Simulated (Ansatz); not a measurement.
La:
```xyz
4
Lattice="3.6490 0.0000 0.0000 -1.8245 3.1601 0.0000 0.0000 0.0000 11.7573" Properties=species:S:1:pos:R:3 pbc="T T T"
La     0.0000     0.0000     0.0000
La     0.0000     0.0000     5.8787
La     0.0000     2.1067     2.9393
La     1.8245     1.0534     8.8180
```

Relaxed with PBEsol. Special points in fractions of this cell's reciprocal vectors: Γ (0.000, 0.000, 0.000); M (0.500, 0.000, 0.000); K (0.333, 0.333, 0.000); A (0.000, 0.000, 0.500); L (0.500, 0.000, 0.500); H (0.333, 0.333, 0.500).

List the band energies nearest the Fermi level at these points for DFT-PBEsol with spin–orbit coupling in the program Ansatz with PAW potentials.

In eV from the Fermi level; about four levels below and three above (degenerate sets whole), none deeper than 8.9 eV; points with the same levels are listed once.

```tsv
k	below	above
Γ	-1.85 -1.85 -1.83 -1.83	0.52 0.52 0.68 0.68
M	-0.33 -0.33 -0.26 -0.26	0.41 0.41 1.04 1.04
K	-0.62 -0.62 -0.62 -0.62	0.12 0.12 0.25 0.25
A	-1.81 -1.81 -1.81 -1.81	0.72 0.72 0.72 0.72
L	-1.28 -1.28 -1.28 -1.28	0.60 0.60 0.60 0.60
H	-0.08 -0.08 -0.06 -0.06	0.02 0.02 0.13 0.13
```

Space group P6_3/mmc (dhcp (α-La type)). The PBEsol relaxation kept the symmetry of its start.

Potentials: the earlier of the program's two PAW sets. The files were generated under PBE; for other functionals the program regenerates the frozen cores, and for LDA and PBEsol the local potential too.
